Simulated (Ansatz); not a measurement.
Squeezing Nb (bcc type)

```xyz
1
Lattice="-1.6363 1.6363 1.6363 1.6363 -1.6363 1.6363 1.6363 1.6363 -1.6363" Properties=species:S:1:pos:R:3 pbc="T T T"
Nb    0.0000    0.0000    0.0000
```

The cell comes from a relaxation on PAW files under the same functional.

Its volume is scaled at fixed shape and fractional positions.

Level of theory: DFT with PBEsol, scalar-relativistic, in Ansatz 0.2.0; a Γ-centred 18×18×18 k mesh, Fermi–Dirac smearing of 0.05 eV, no spin polarisation. LAPW: all electrons, basis error target 1 meV/atom; PAW: frozen-core files, cutoff 420 eV; crystal datasets: all electrons, by PAW datasets that the program makes for each cell; norm-conserving: pseudopotentials, cutoff 1116 eV; PAW (cutoff 300 eV): frozen-core files, cutoff 300 eV.

Energies are extrapolated to zero smearing and count from the unscaled cell; pressure is positive in compression; gaps take the mesh and a band path. No temperature or zero-point motion is included.

The PAW files were made under PBE.

```tsv
V/V0	V (Å³/atom)	P LAPW (GPa)	ΔE LAPW (eV/atom)	P PAW − LAPW (GPa)	ΔE PAW − LAPW (meV/atom)
1.00	17.52	-0.01	0.000	0.01	0.0
0.94	16.47	12.37	0.038	0.00	0.0
0.88	15.42	28.7	0.169	0.00	0.0
0.80	14.02	60.0	0.546	-0.01	-0.1
0.72	12.62	108.8	1.270	-0.05	-0.3
0.64	11.22	183.9	2.527	-0.15	-1.0
0.55	9.64	?	?	?	?
0.45	7.89	647.6	10.065	-1.32	-12.0
```

Task: Fit the Vinet equation to the LAPW pressures shown (residuals weighted by 1/(|P| + 0.03·Pmax)), and predict the pressure of the withheld row.

Result: The fit gives V0 = 17.54 Å³/atom, B0 = 168 GPa and B0′ = 4.32. At 9.64 Å³/atom, x = (V/V0)^(1/3) = 0.8191, and P = 3·B0·(1 − x)/x²·exp[1.5·(B0′ − 1)·(1 − x)] = 333.6 GPa. The run itself gave 325.0 GPa (+2.7 % off) and ΔE = 4.953 eV/atom.

Task: At the smallest volume, how far do crystal datasets and norm-conserving and PAW (cutoff 300 eV) lie from LAPW in pressure?

Result: crystal datasets: 0.00 GPa; norm-conserving: +4.44 GPa; PAW (cutoff 300 eV): -1.90 GPa, on a LAPW pressure of 647.6 GPa.

Task: How do the Löwdin populations by LAPW change from the unscaled cell to the last row?

Result: Nb 4s 1.93 → 1.79, Nb 5s 0.70 → 0.36, Nb 4p 5.97 → 5.76, Nb 4d 4.37 → 5.06 electrons an atom. These are projections on the shells that the free atoms fill; 0.04 e a cell lies outside them at the start and 0.05 e at the end.
